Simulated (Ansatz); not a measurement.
Computed with DFT PBE, scalar-relativistic, plane waves, PAW in Ansatz. All cells share a 420 eV cutoff and Γ-centred k meshes spaced about 0.3 Å⁻¹ or finer (0.25 for metals, 2π included). No spin polarisation in the final relaxations.

Temperature and zero-point effects are left out. All come from trial cells, and lower structures may exist.

**Question.** Order these relaxed structures of ScIn2Se2 by energy, lowest first, with the energy over the lowest of them.
A.

```
CELL_PARAMETERS angstrom
3.79823 0.00000 0.00000
-1.89912 3.28937 0.00000
0.00000 0.00000 11.10126
ATOMIC_POSITIONS crystal
Sc 0.00000 0.00000 0.00000
In 0.00000 0.00000 0.64587
In 0.00000 0.00000 0.35413
Se 0.66667 0.33333 0.85720
Se 0.33333 0.66667 0.14280
```

B.

```
CELL_PARAMETERS angstrom
3.73633 0.00000 0.00000
-1.86816 3.23575 0.00000
0.00000 0.00000 11.24650
ATOMIC_POSITIONS crystal
Sc 0.00000 0.00000 0.00000
In 0.66667 0.33333 0.36027
In 0.66667 0.33333 0.63973
Se 0.33333 0.66667 0.14804
Se 0.33333 0.66667 0.85196
```

**Answer.** A (0 meV/atom), B (67 meV/atom). Forms: A P-3m1; B P-6m2. Counting Se atoms around In and Sc (those within 1.25 times the shortest such distance or 1.15 times the sum of covalent radii, 1.27 where that leaves under three; the shortest distance is added where it exceeds 1.18 times the sum of covalent radii): A has Sc 6, In 3 from 3.2 Å; B has Sc 6, In 3 from 3.2 Å.

In P-3m1, P-6m2 an odd number of electrons in the primitive cell allows no gap without spin; a larger cell or a magnetic state could open one. With atoms moved at random, P-3m1 (by 18 meV/atom) fell into a lower structure. Without a clear test, and held by symmetry: P-6m2.

Some candidate types were left out of the draw beforehand, so a known form may be missing.
